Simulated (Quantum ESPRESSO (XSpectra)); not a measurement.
**The core hole at the As K edge of TaAs (I4₁md)**

```
TaAs
1.0
   -1.72182     1.72182     5.86794
    1.72182    -1.72182     5.86794
    1.72182     1.72182    -5.86794
Ta As
2 2
Direct
  0.24997   0.74997   0.50000
  0.49997   0.49997   0.00000
  0.83263   0.33263   0.50000
  0.08263   0.08263   0.00000
```

Geometry: Materials Project entry mp-1936 (a computed structure). The cell is the entry's, not relaxed again.

Absorber: atom 3, As on Wyckoff site a (site symmetry 2mm.), with 2 Ta at 2.61 Å, 4 Ta at 2.62 Å.

Model: LDA, no, half or full core hole, dipole K-edge X-ray absorption, plane waves, Troullier-Martins potentials made with ld1.x and PseudoDojo potentials for the other elements (Perdew-Zunger form enforced), scalar-relativistic, no spin, constant broadening; program: Quantum ESPRESSO (XSpectra).

Full-hole run: 20-atom cell (absorber images 7.7 Å apart), 46 Ry, k meshes 5×5×5 (SCF) and 4×4×4 (spectrum), Lorentzian half width 1.5 eV. The ground-state test found no gap over 0.25 eV with this functional, so the cell is neutral with smeared occupations; energies count from the Fermi level. Field directions run: x; y; z, weighted by the site's symmetry in the crystal. Intensities are scaled to a mean of 1 over 0–35 eV.

The half-hole run shares these settings; the run without a hole takes the primitive cell with a 9×9×9 mesh.

| core hole | mean 0–10 eV | mean 10–20 eV | mean 20–30 eV | highest value below 30 eV |
|---|---|---|---|---|
| none (primitive cell) | 1.06 | 1.15 | 0.85 | 1.4 |
| half | 1.13 | 1.09 | 0.83 | 1.4 |
| full | 1.19 | 1.04 | 0.83 | 1.4 |

From no hole to a full hole the mean over the first 10 eV goes from 1.06 through 1.13 to 1.19. The cell size was not varied. Each run counts from its own energy zero.
